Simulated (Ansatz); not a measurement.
Theory: DFT PBE, scalar-relativistic, plane waves, PAW in Ansatz 0.2.0. All cells share a 420 eV cutoff and Γ-centred k meshes spaced at most about 0.3 Å⁻¹ (about 0.25 or finer for metals, 2π included). No spin polarisation in the final relaxations.

Temperature and zero-point effects are left out.

Compare these two cells of RuPt₂, each relaxed at this level.

A.

```xyz
3
Lattice="4.6448 0.0000 0.0000 -2.3224 4.0225 0.0000 0.0000 0.0000 2.6092" Properties=species:S:1:pos:R:3 pbc="T T T"
Ru    0.0000    0.0000    0.0000
Pt    0.0000    2.6817    0.0000
Pt    2.3224    1.3408    0.0000
```

B.

```xyz
6
Lattice="2.7764 0.0000 0.0000 -1.3882 2.4045 0.0000 0.0000 0.0000 13.5152" Properties=species:S:1:pos:R:3 pbc="T T T"
Ru    0.0000    0.0000    3.3788
Ru    0.0000    0.0000   10.1364
Pt    0.0000    1.6030    1.1886
Pt    1.3882    0.8015    7.9462
Pt    0.0000    1.6030    5.5690
Pt    1.3882    0.8015   12.3266
```

Question: Which form is favoured at zero pressure, and by what margin per atom?

Answer: B is lower, by 0.31 eV/atom. A has space group P6/mmm (No. 191), 16.3 Å³/atom and no gap on its mesh; B has space group P6_3/mmc (No. 194), 15.0 Å³/atom and no gap. Counting all near atoms (those within 1.25 times the shortest distance at each site), A has Ru 8, Pt 8 and B has Ru 12, Pt 12. The denser one is the lower, and pressure would at first widen the difference. Even the lower one lies +0.04 eV/atom against the reference forms of the elements (uncorrected), so neither is stable at this level. Both come from invented guesses.

Spin–orbit coupling, which can matter for Pt, is left out. With atoms moved at random, P6_3/mmc came back. Other cells relaxed within their symmetry can be saddle points.
